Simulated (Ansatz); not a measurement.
PbSbO₂Br (I4mm) from a database of computed structures, relaxed with r2SCAN+rVV10, was run in the plane-wave code Ansatz under altered settings. All numbers are computed, without spin polarisation but where a row says otherwise.

```
Sb Pb Br O
1.0
    -1.93382    1.93382    6.46966
     1.93382   -1.93382    6.46966
     1.93382    1.93382   -6.46966
Sb Pb Br O
1 1 1 2
Direct
  0.32750 0.32750 0.00000
  0.63837 0.63837 0.00000
  0.00092 0.00092 0.00000
  0.75451 0.25451 0.50000
  0.25451 0.75451 0.50000
```

The base run's other keys:
```yaml
kpoints:
  mp_grid: { grid: [4, 4, 4] }
hamiltonian:
  xc: hse06
scf:
  occupations: { method: fixed }
  n_extra_bands: 5
```

It takes 18 iterations with 1913 plane waves at 420 eV and 13 k points, and leaves a mean stress of +0.61 GPa. The gap over this mesh is 2.439 eV. It ran on 4 threads of Intel(R) Xeon(R) Processor @ 2.50GHz (Skylake/Cascade Lake) (shared host).

Outcomes, with energy and stress as changes against the base:
```tsv
setting	outcome	ΔF (meV/atom)	Δ mean stress (GPa)	gap on the mesh (eV)	iterations	wall time
hamiltonian.xc: pbe0	converged	–	-0.1	3.114	19	96 s
scf.mixing.beta: 0.05	converged	0.0	0.0	2.439	21	96 s
```
A dash marks a value that wasn't obtained or can't be compared. Stress is positive in compression. The base took 93 s.

- hamiltonian.xc: pbe0. The mean stress moves by -0.1 GPa and the gap on the mesh by +0.675 eV (to 3.114). It's another functional on the same cell, so totals aren't comparable.

Within 1 meV an atom, 0.1 GPa and 0.005 eV of the base stay: scf.mixing.beta: 0.05.

Spin-orbit coupling is left out; in compounds of Pb, Bi, Tl or Hg it can lower a gap by up to about 1 eV, split its edges or invert the bands.

The stress of a hybrid is loosely converged in these runs.
